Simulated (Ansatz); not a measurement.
Level: PBE, no spin polarisation; 420 eV; 10×10×10 Γ-centred mesh; fermi-dirac occupations (width 0.0804 eV); Ansatz 0.2.0, fixed geometry.

Computed maps in the lattice plane spanned by a (left to right, 3.83 Å, 12 points from zero) and b (bottom to top, 3.83 Å, 12 points from zero), 90° apart, at height 0.477 along c. The fields are smooth PAW ones with compensation charges, not the true ones near nuclei.

Valence density. Digits on a logarithmic scale: 0 up to 0.03 e/Å³, each further digit a factor of 1.6, 9 from 1.3 e/Å³ up:
```
666666667776
677677777877
777577777887
677677667777
666666666776
555555566776
544444567776
544444567776
544344566566
544444567776
544444567776
555555566766
```

ELF. Ten even steps from '0' (0.00) to '9' (0.76):
```
576457643434
794029843433
793019843444
695038743333
566567544444
445554457886
533333478997
532223563125
532223550004
532223565346
533333469997
455555456775
```

**Question.** The cell is LaB₃Ir. Which atoms lie within 0.2 Å of this plane, and where (fractions of a and b)?

**Answer.** B at (0.76, 0.26), B at (0.26, 0.76). The whole cell:
```
CELL_PARAMETERS angstrom
0.00000 3.83289 0.00000
3.83289 0.00000 0.00000
1.91644 1.91644 -4.40361
ATOMIC_POSITIONS crystal
La 0.00000 0.00000 0.00000
B 0.76150 0.26150 0.47700
B 0.26150 0.76150 0.47700
Ir 0.65530 0.65530 0.68940
B 0.41120 0.41120 0.17760
```

Origin: a known structure type with other elements, at an estimated volume, so it need not be a known compound. Caveats: many states at the Fermi level without spin polarisation, so a magnetic state may lie lower; f levels without a U or exact exchange are poorly placed.
